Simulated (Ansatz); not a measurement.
MoPd (rock salt, space group No. 225) at seven volumes, PBEsol (plane waves, PAW; program Ansatz), scaled uniformly. One row is withheld.

| V (Å³/atom) | P (GPa) |
|---|---|
| 15.494 | 22.58 |
| 16.005 | 13.75 |
| 16.516 | 6.29 |
| 17.026 | 0.00 |
| 17.537 | -5.31 |
| 18.048 | -9.77 |
| 18.559 | ? |

Problem. Fit the shown pressures and predict the withheld one.

Solution. Third-order Birch–Murnaghan: P = (3/2)B₀(x^(7/2) − x^(5/2))[1 + (3/4)(B′ − 4)(x − 1)] with x = (V₀/V)^(2/3). Least squares on the six rows gives V₀ = 17.027 Å³/atom, B₀ = 192.2 GPa, B′ = 4.64. At V = 18.559, x = 0.9442 and P = -13.57 GPa. The run itself gave -13.52 GPa.

Space group Fm-3m (rock salt). The start of the workflow was typed in or built on a structure type; neither database checked (COD, Materials Project) lists it. Its standing as an ambient phase is unchecked. Symmetry was held in the PBEsol relaxation. At this level the phase is mechanically unstable. The run is not spin-polarised. Its formation energy is positive at this level, so the cell may be metastable or incomplete.

Potentials: the later of the program's two PAW sets.
